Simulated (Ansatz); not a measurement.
AlP (NiAs type, P6_3/mmc) under volume change, PBE in the plane-wave PAW code Ansatz, shape and atoms relaxed at each volume.

```tsv
V (Å³/atom)	E − E(relaxed) (meV/atom)	P (GPa)
14.783	50.0	11.90
15.270	21.0	7.30
15.757	5.0	3.37
16.245	0.0	0.00
16.732	4.5	-2.88
17.219	17.1	-5.33
17.707	36.5	-7.41
```

Question: What does a third-order Birch–Murnaghan fit give for V₀, B₀ and B′?

Answer: V₀ = 16.24 Å³/atom, B₀ = 103 GPa, B′ = 4.2.

The start of the workflow was typed in or built on a structure type; neither database checked (COD, Materials Project) lists it. It is not the phase usual at ambient conditions (space group No. 216). The PBE relaxation kept the symmetry of its start; its stability against distortions is not shown here.

Potentials: the earlier of the program's two PAW sets.
